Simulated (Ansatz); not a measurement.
All numbers below come from Ansatz 0.2.0, DFT PBE, scalar-relativistic, plane waves, PAW. All cells share a 420 eV cutoff and Γ-centred k meshes spaced at most about 0.3 Å⁻¹ (about 0.25 or finer for metals, 2π included). No spin polarisation in the final relaxations.

All energies are static (0 K, no zero-point motion). All come from trial cells, and lower structures may exist.

Question: Which of these relaxed structures of Hf₃Si₂F is the lowest in energy?
1.

```
Hf Si F
1.0
     6.54767    0.00000    0.00000
    -3.27384    5.67045    0.00000
     0.00000    0.00000    3.70951
Hf Si F
3 2 1
Direct
  0.50000 0.00000 0.50000
  0.50000 0.50000 0.50000
  0.00000 0.50000 0.50000
  0.33333 0.66667 0.00000
  0.66667 0.33333 0.00000
  0.00000 0.00000 0.00000
```

2.

```
Hf Si F
1.0
     5.43108    0.00000    0.00000
    -2.71554    4.70346    0.00000
     0.00000    0.00000    6.21343
Hf Si F
3 2 1
Direct
  0.50000 0.00000 0.50000
  0.00000 0.50000 0.50000
  0.50000 0.50000 0.50000
  0.00000 0.00000 0.29938
  0.00000 0.00000 0.70062
  0.00000 0.00000 0.00000
```

3.

```
Hf Si F
1.0
    -2.58075    2.58075    4.62867
     2.58075   -2.58075    4.62867
     2.58075    2.58075   -4.62867
Hf Si F
3 2 1
Direct
  0.75000 0.25000 0.50000
  0.25000 0.75000 0.50000
  0.00000 0.00000 0.00000
  0.30633 0.30633 0.00000
  0.69367 0.69367 0.00000
  0.50000 0.50000 0.00000
```

4.

```
Hf Si F
1.0
     4.54111    0.00000    0.00000
    -2.27055    3.93271    0.00000
     0.00000    0.00000    5.79006
Hf Si F
3 2 1
Direct
  0.00000 0.00000 0.50000
  0.33333 0.66667 0.00000
  0.33333 0.66667 0.50000
  0.66667 0.33333 0.27948
  0.66667 0.33333 0.72052
  0.00000 0.00000 0.00000
```

Answer: 4. It has space group P-6m2 (No. 187); the next, 3, with space group I4/mmm (No. 139), lies 276 meV/atom higher. Counting Hf or Si atoms around F (for each partner element, those within 1.25 times its shortest distance or 1.15 times the sum of covalent radii, where it is the nearest in units of that sum or under 1.3), the lowest has F 5 and the next has F 2.

Spin–orbit coupling, which can matter for Hf, is left out. A magnetic state wasn't ruled out in cells without spin, among them P-6m2, I4/mmm, P6/mmm at 23.0 Å³/atom, P6/mmm at 26.5 Å³/atom. Cells relaxed within their symmetry can be saddle points. Some types were kept out of the candidates beforehand, so the set may lack a known form.
